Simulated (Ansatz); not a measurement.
The relaxed structure here is a generated cell of CdS: the first start was made by placing the elements on the sites of a structure type, and the end was not matched to a known phase here, so it may be hypothetical. Known forms of CdS include space group No. 186, 216.

The end point of a relaxation of CdS. Space group P6₃/mmc (No. 194), NiAs type. Method: r2SCAN (plane waves to 500 eV, PAW, scalar-relativistic; Ansatz, a quantum-chemistry and plane-wave program).

```cif
data_Cd2S2
_chemical_formula_sum 'Cd2 S2'
_space_group_name_H-M_alt 'P 1'
_space_group_IT_number 1
_cell_length_a 3.84013
_cell_length_b 3.84013
_cell_length_c 6.44678
_cell_angle_alpha 90.000
_cell_angle_beta 90.000
_cell_angle_gamma 120.000
loop_
_space_group_symop_operation_xyz
  'x, y, z'
loop_
_atom_site_label
_atom_site_type_symbol
_atom_site_fract_x
_atom_site_fract_y
_atom_site_fract_z
_atom_site_occupancy
Cd1 Cd 0.00000 0.00000 0.50000 1
Cd2 Cd 0.00000 0.00000 0.00000 1
S1 S 0.66667 0.33333 0.25000 1
S2 S 0.33333 0.66667 0.75000 1
```

Q: What band gap does r2SCAN give?

A: 1.26 eV, direct at Γ (no spin-orbit coupling).

No spin polarisation in the result.

The run could not lose the symmetry of its start, so the end can be a saddle point.
